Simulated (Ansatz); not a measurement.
SnO₂:
```
CELL_PARAMETERS angstrom
      4.70286     0.00000     0.00000
      0.00000     5.69517     0.00000
      0.00000     0.00000     5.20466
ATOMIC_POSITIONS crystal
  Sn 0.50000 0.66729 0.75000
  Sn 0.50000 0.33271 0.25000
  Sn 0.00000 0.83271 0.25000
  Sn 0.00000 0.16729 0.75000
  O  0.73101 0.60492 0.07765
  O  0.26899 0.39508 0.92235
  O  0.76899 0.89508 0.57765
  O  0.23101 0.10492 0.42235
  O  0.23101 0.89508 0.92235
  O  0.76899 0.10492 0.07765
  O  0.26899 0.60492 0.42235
  O  0.73101 0.39508 0.57765
```

x, y and z are the axes in which the lattice vectors are written.

Question: Give the high-frequency dielectric tensor and the Born effective charge tensors of the independent atoms from DFPT, the program Ansatz at the LDA level (PAW).

Answer: 
ε∞:
```
4.60  0.00  0.00
0.00  4.65  0.00
0.00  0.00  4.75
```
Z* of atom 1 (Sn), rows: field, columns: displacement, in e:
```
 4.16   0.00  -0.20
 0.00   4.31   0.00
-0.06   0.00   4.41
```
Z* of atom 5 (O), rows: field, columns: displacement, in e:
```
-2.08  -0.56  -0.47
-0.64  -2.16   0.00
-0.40   0.11  -2.20
```

Space group Pbcn. This is a known high-pressure phase of the composition, computed here at zero pressure and temperature. The LDA relaxation kept the symmetry of its start; its stability against distortions is not shown here. Scalar-relativistic: spin–orbit coupling is off unless named, which matters more the heavier the elements.

Potentials: the later of the program's two PAW sets.
